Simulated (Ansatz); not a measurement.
NbRu:
```yaml
crystal:
  lattice:
    - [4.56250, 0.00000, 0.00000]
    - [0.00000, 3.03419, 0.00000]
    - [-1.52275, 0.00000, 6.70009]
  atoms:
    - { symbol: Nb, position: [0.69124, 0.00000, 0.32330] }
    - { symbol: Nb, position: [0.30876, 0.00000, 0.67670] }
    - { symbol: Nb, position: [0.00000, 0.00000, 0.00000] }
    - { symbol: Ru, position: [0.50000, 0.50000, 0.00000] }
    - { symbol: Ru, position: [0.20643, 0.50000, 0.34789] }
    - { symbol: Ru, position: [0.79357, 0.50000, 0.65211] }
```

Relaxed with PBEsol.

Problem. Which orbitals make up the states near the Fermi level in DFT-PBEsol in the program Ansatz with PAW potentials?

Solution. Within 0.5 eV of the Fermi level: Nb 4d 53 %, Ru 4d 38 %. Projections are on Löwdin-orthogonalised atomic valence shells; empty p or d shells of many metals are not among them.

Problem. Tabulate the density of states.

Solution. States/eV per cell of 6 atoms, in 0.25 eV bins, energy from the Fermi level.

```csv
E (eV),total,Ru 4d,Nb 4d,Nb 5s
-7.50,0.00,0.00,0.00,0.00
-7.25,0.08,0.00,0.00,0.04
-7.00,0.21,0.00,0.00,0.12
-6.75,0.30,0.00,0.00,0.17
-6.50,0.39,0.00,0.00,0.21
-6.25,0.49,0.01,0.01,0.26
-6.00,0.59,0.02,0.02,0.29
-5.75,0.78,0.05,0.06,0.35
-5.50,1.95,0.51,0.56,0.43
-5.25,4.37,1.63,1.46,0.61
-5.00,6.66,2.75,2.23,0.79
-4.75,7.89,3.63,2.68,0.73
-4.50,9.77,4.92,3.33,0.68
-4.25,8.95,4.84,3.02,0.53
-4.00,8.38,4.84,2.77,0.38
-3.75,6.91,4.15,2.28,0.20
-3.50,7.70,5.00,2.29,0.11
-3.25,10.77,7.03,3.34,0.06
-3.00,8.27,5.40,2.53,0.06
-2.75,7.42,4.91,2.09,0.11
-2.50,7.70,5.05,2.05,0.16
-2.25,9.13,5.95,2.33,0.22
-2.00,8.90,5.74,2.25,0.27
-1.75,7.71,4.67,2.11,0.35
-1.50,6.04,3.45,1.78,0.33
-1.25,5.62,3.48,1.47,0.26
-1.00,3.49,1.92,1.07,0.18
-0.75,2.98,1.39,1.18,0.14
-0.50,4.22,1.89,1.85,0.14
-0.25,5.46,2.16,2.71,0.20
0.00,6.05,2.21,3.31,0.18
0.25,6.35,2.36,3.53,0.14
0.50,5.34,2.03,2.93,0.13
0.75,5.25,2.35,2.58,0.12
1.00,7.23,2.86,3.95,0.12
1.25,8.84,3.16,5.14,0.12
1.50,9.93,3.35,5.94,0.10
1.75,8.43,2.59,5.11,0.10
2.00,5.34,1.41,3.31,0.08
2.25,4.46,1.11,2.60,0.09
2.50,4.47,0.91,2.97,0.11
2.75,4.55,0.86,3.21,0.11
```

Space group P2/m. The start of the workflow was typed in or built on a structure type; neither database checked (COD, Materials Project) lists it. COD files the formula under space group No. 123, 221. Its standing as an ambient phase is unchecked. Symmetry was held in the PBEsol relaxation; its stability against distortions is not shown here. No spin polarisation was allowed. Spin–orbit coupling is left out wherever it is not named.

Potentials: the earlier of the program's two PAW sets. The files were generated under PBE; for other functionals the program regenerates the frozen cores, and for LDA and PBEsol the local potential too.
